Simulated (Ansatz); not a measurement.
**Stability checks on a candidate for CaC₈**

The cell was found from a structure generator's guess, not taken from experiment.

Level of theory: Ansatz, DFT PBE+D3(BJ), scalar-relativistic, plane waves, PAW. Plane waves to 420 eV, a 12×12×10 mesh through Γ for the 9-atom cell and 0.10 eV Gaussian smearing; no spin polarisation.

```yaml
crystal:
  lattice:
    - [4.99877, 0.00000, 0.00000]
    - [-2.49939, 4.32906, 0.00000]
    - [0.00000, 0.00000, 4.36610]
  atoms:
    - { symbol: Ca, position: [0.00000, 0.00000, 0.50000] }
    - { symbol: C, position: [0.33552, 0.16776, 0.00000] }
    - { symbol: C, position: [0.33333, 0.66667, 0.00000] }
    - { symbol: C, position: [0.83224, 0.16776, 0.00000] }
    - { symbol: C, position: [0.83224, 0.66448, 0.00000] }
    - { symbol: C, position: [0.16776, 0.33552, 0.00000] }
    - { symbol: C, position: [0.16776, 0.83224, 0.00000] }
    - { symbol: C, position: [0.66667, 0.33333, 0.00000] }
    - { symbol: C, position: [0.66448, 0.83224, 0.00000] }
```

Energies over the elements count from the elements' standard structures at the same level, with no fitted energy shifts.

**Question.** These tests were run: energy against the elements; random kick, then relaxation without symmetry; phonons on a 2×2×2 q mesh. What do they show?

**Answer.**

```tsv
test	result
energy against the elements	−0.02 eV/atom
random kick, then relaxation without symmetry	returns
phonons on a 2×2×2 q mesh	no imaginary mode on the mesh
```

It fails none of these tests outright. Other phases of the system weren't compared here, so this isn't yet thermodynamic stability. Undecided within the accuracy: energy against the elements.

The k mesh leaves some 4 meV/atom of noise in the energy of each metallic cell. The kick test ran on a coarse mesh. The run for the phonons used a 12×12×10 k mesh and Fermi–Dirac smearing of 0.15 eV.
